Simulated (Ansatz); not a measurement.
# Computed properties of YbBPd3

YbBPd3:
```
CELL_PARAMETERS angstrom
      4.27405     0.00000     0.00000
      0.00000     4.27405     0.00000
      0.00000     0.00000     4.27405
ATOMIC_POSITIONS crystal
  Pd 0.00000 0.50000 0.50000
  Pd 0.50000 0.00000 0.50000
  Pd 0.50000 0.50000 0.00000
  Yb 0.00000 0.00000 0.00000
  B  0.50000 0.50000 0.50000
```
The run is spin-polarised; directions of the spins, atom by atom: 0 0 0 0 0.

Space group Pm-3m (No. 221), cubic perovskite; conventional cell a = 4.274 Å, b = 4.274 Å, c = 4.274 Å, α = 90.00°, β = 90.00°, γ = 90.00°.

Method: r²SCAN (plane waves, PAW; program Ansatz). The cell and atoms are relaxed at this level. Other levels are named where they apply.

Cell and energy:

```yaml
volume_per_atom: 15.62 Å³
density: 10.70 g/cm³
Formation energy from the elements (no fitted shifts): -0.60 eV/atom
```

Electronic structure:

```yaml
electronic_character: metallic (no gap)
Density of states at the Fermi level: 1.8 states/eV per atom (mean over ±0.08 eV)
```

Magnetism:

```yaml
magnetic_order: ferromagnetic
net_moment: 0.09 μB per atom
```

Mechanics:

```yaml
Bulk modulus (Birch–Murnaghan fit): 143 GPa
Pressure derivative B′: 4.8
```

Charges:

```yaml
bader_charges: Pd -0.50, Yb +1.50, B 0.00 e
```

The workflow started from an entry of the Crystallography Open Database (COD). Whether it is the stable phase at ambient conditions was not checked. The r²SCAN relaxation kept the symmetry of its start; its stability against distortions is not shown here. Magnetic state: ferromagnetic, the only order run, not a proven ground state. Caveat: open 4f shells can settle in a state that is not the lowest. Other orbital occupations within this spin state were not tried. No Hubbard U is applied. The references are the lowest solids computed at this level, not always the standard phases. Spin–orbit coupling is left out wherever it is not named.

Potentials: the later of the program's two PAW sets.
